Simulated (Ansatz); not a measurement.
The cell below belongs to a search over invented structures; it isn't taken from experiment.

Input and command of a plane-wave DFT calculation in Ansatz:

```yaml
crystal:
  lattice:
    - [3.9269659728, 0.0, 0.0]
    - [-1.9634829864, 3.4008522923, 0.0]
    - [0.0, 0.0, 9.5394425368]
  atoms:
    - { symbol: Tm, position: [0.0, 0.0, 0.1620114183] }
    - { symbol: Tm, position: [0.0, 0.0, 0.8379885817] }
    - { symbol: Tm, position: [0.0, 0.0, 0.5] }
    - { symbol: C, position: [0.3333333333, 0.6666666667, 0.5] }
    - { symbol: C, position: [0.6666666667, 0.3333333333, 0.5] }
basis:
  ecutwfc: 690
kpoints:
  mp_grid: { grid: [12, 12, 4] }
hamiltonian:
  xc: pbe
  pseudopotentials:
    kind: paw
    azcp: { Tm: "pseudopotentials/pbe/nc/lanthanide_3plus/Tm.nc.azcp" }
scf:
  occupations: { method: gaussian, width: 0.1 }
output:
  forces: true
  stress: true
  eigenvalues: true
  write_density: true
  write_potential: true
  elf: true
  volumetric_format: npy
relax:
  adjacent_minimum: "off"
  f_tol: 0.01
  max_steps: 80
  cell: { stress_tol: 0.05 }
```

```bash
ansatz run input.yaml --threads 1 --pin off --max-ram 2560MiB --backend cpu --events-out ev --progress --plain --runs-dir out
```

Processor: Arm Neoverse V2, 1 thread, on a host shared with other jobs.

Estimate time, memory and problem size.

About 92 s, peak memory 0.6 GiB. It solves 26 bands at 57 k points (after reduction by symmetry) with about 5243 plane waves (on the last cell), in 34 SCF iterations over 5 ionic steps.

With its 4f electrons in the core of a norm-conserving potential, the lanthanide is trivalent by construction, without f bands, f moments or other valences.
